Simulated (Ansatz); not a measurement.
A relaxed cell of SnO₂ (P4₂/mnm (No. 136)), relaxed on a k-mesh at least as fine as the one used below. Level of theory: PBEsol (plane waves to 420 eV, PAW, scalar-relativistic; Ansatz, a quantum-chemistry and plane-wave program). Γ-centred k-mesh 5×5×7 on the run's cell (coarser than for final values), Fermi–Dirac smearing 0.05 eV.

```yaml
crystal:
  lattice:
    - [4.76857, 0.00000, 0.00000]
    - [0.00000, 4.76857, 0.00000]
    - [0.00000, 0.00000, 3.21126]
  atoms:
    - { symbol: Sn, position: [0.00000, 0.00000, 0.00000] }
    - { symbol: Sn, position: [0.50000, 0.50000, 0.50000] }
    - { symbol: O, position: [0.30629, 0.30629, 0.00000] }
    - { symbol: O, position: [0.80629, 0.19371, 0.50000] }
    - { symbol: O, position: [0.19371, 0.80629, 0.50000] }
    - { symbol: O, position: [0.69371, 0.69371, 0.00000] }
```

The atoms are displaced by (Å):

```csv
atom,ux,uy,uz
Sn1,0.028,0.210,-0.408
Sn2,0.259,-0.489,-0.321
O3,0.231,-0.182,-0.001
O4,0.028,-0.358,-0.163
O5,0.018,0.456,0.078
O6,0.147,0.265,-0.459
```

Q: What forces (eV/Å) and pressure result?

A: 
| atom | Fx | Fy | Fz |
|---|---|---|---|
| Sn1 | -1.22 | 1.57 | 22.64 |
| Sn2 | 1.10 | 10.73 | 7.26 |
| O3 | -3.91 | -0.49 | -7.32 |
| O4 | -5.82 | 3.90 | -10.20 |
| O5 | 12.74 | -9.66 | -13.75 |
| O6 | -2.89 | -6.05 | 1.38 |

Pressure +65.0 GPa.

Q: Estimate the energy cost of the displacement in the harmonic approximation and compare with the calculation.

A: For a harmonic well ΔE = −½ Σ F·u = 12.421 eV a cell, or 2070 meV/atom. The calculated energy relative to the undisplaced cell is +1.88 eV/atom, so the harmonic estimate holds well.

No spin polarisation in the result.

The run that gave the undisplaced cell could not lose the symmetry of its start; a randomly shaken copy of 6 atoms returns to this structure.
